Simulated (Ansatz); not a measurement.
The start is a relaxed Ag cell, doubled along one cell vector, shaken by Gaussian noise of σ = 0.08 Å a coordinate. The structure is fully relaxed (lattice and positions, P = 0) with PBEsol (plane waves to 420 eV, PAW, scalar-relativistic; Ansatz, a first-principles code). First-step values are on the input's coarse k-mesh.

Ansatz input (later rounds restart from its end on a renewed k-mesh):
Ansatz 0.2 input:
```yaml
crystal:
  lattice:
    - [2.8557856276, 0, 0]
    - [-1.4278928138, 2.4731829013, 0]
    - [0, 0, 9.4464445918]
  atoms:
    - { symbol: Ag, position: [0.354680331, 0.6232082859, 0.1227553135] }
    - { symbol: Ag, position: [0.3597438354, 0.6406811691, 0.6207610094] }
    - { symbol: Ag, position: [0.6408010235, 0.3166255192, 0.3861801406] }
    - { symbol: Ag, position: [0.6689521728, 0.3402002056, 0.8783577601] }
basis: { ecutwfc: 420, ecutrho_ratio: 4, xc_grid: 2, fft_grid_basis: typed }
kpoints: { mp_grid: { grid: [13, 13, 4] } }
hamiltonian:
  xc: pbesol
  dispersion: none
  pseudopotentials: { azcp: { folder: ./paw }, kind: paw }
scf: { occupations: { method: fermi_dirac, width: 0.05 } }
relax: { f_tol: 0.01, max_steps: 100, cell: { stress_tol: 0.02 } }
output: { forces: true, stress: true }
```

* **Largest initial force**: 0.96 eV/Å, on Ag3 (atoms numbered as listed)
* **Relative to the parent**: It relaxes back to the parent, P6₃/mmc (No. 194)
* **Shortest distances (start → end)**: The closest pairs of elements (up to four, under 3.6 Å), start → end: Ag–Ag 2.67 → 2.86 Å
* **Band gap at the end**: zero (metallic)
* **Optimiser moves**: 6

Relaxed structure:

```cif
data_Ag2
_chemical_formula_sum 'Ag2'
_space_group_name_H-M_alt 'P63/mmc'
_space_group_IT_number 194
_space_group_name_Hall '-P 6c 2c'
_cell_length_a 2.85588
_cell_length_b 2.85588
_cell_length_c 4.72319
_cell_angle_alpha 90.000
_cell_angle_beta 90.000
_cell_angle_gamma 120.000
loop_
_atom_site_label
_atom_site_type_symbol
_atom_site_symmetry_multiplicity
_atom_site_Wyckoff_symbol
_atom_site_fract_x
_atom_site_fract_y
_atom_site_fract_z
_atom_site_occupancy
Ag1 Ag 2 d 0.66667 0.33333 0.25000 1
```

Final values are on a 19×19×10 k-mesh of the relaxed cell. No spin polarisation in the result.

The relaxed structure here is a generated cell of Ag: the first start was made by placing the elements on the sites of a structure type, and the end was not matched to a known phase here, so it may be hypothetical. Known forms of Ag include space group No. 225.
